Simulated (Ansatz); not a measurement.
Data sheet: ScHg (DFT)

ScHg (CsCl type, Pm-3m), a = 3.4982 Å, b = 3.4982 Å, c = 3.4982 Å, α = 90.00°, β = 90.00°, γ = 90.00°.

Space group Pm-3m (No. 221), CsCl type; conventional cell a = b = c = 3.498 Å, α = β = γ = 90.00°.

Method: r²SCAN (plane waves, PAW; program Ansatz). Structure relaxed to zero pressure with the same functional. Other levels are named where they apply.

Cell and energy:

```
Quantity                                                       Value
-----------------------------------------------------  -------------
Volume per atom                                             21.40 Å³
Density                                                   9.52 g/cm³
Formation energy from the elements (no fitted shifts)  -0.51 eV/atom
```

Electronic structure:

```
Item                                                                         Value
------------------------------------  --------------------------------------------
Electronic character                                             metallic (no gap)
Density of states at the Fermi level  0.76 states/eV per atom (mean over ±0.08 eV)
Gap with spin–orbit coupling                                       none (metallic)
```

Mechanics:

```
Item                                   Value
----------------------------------  --------
Bulk modulus (Birch–Murnaghan fit)  86.5 GPa
Pressure derivative B′                   4.6
```

Charges:

```
Quantity                     Result
-------------  --------------------
Bader charges  Sc +1.56, Hg -1.56 e
```

The workflow started from an entry of the Crystallography Open Database (COD). Its standing as an ambient phase is unchecked. The r²SCAN relaxation kept the symmetry of its start; whether a distortion lowers the energy is not shown. No spin polarisation was allowed. The references are the lowest solids computed at this level, not always the standard phases. Scalar-relativistic: spin–orbit coupling is off unless named, which matters more the heavier the elements.

Potentials: the later of the program's two PAW sets.
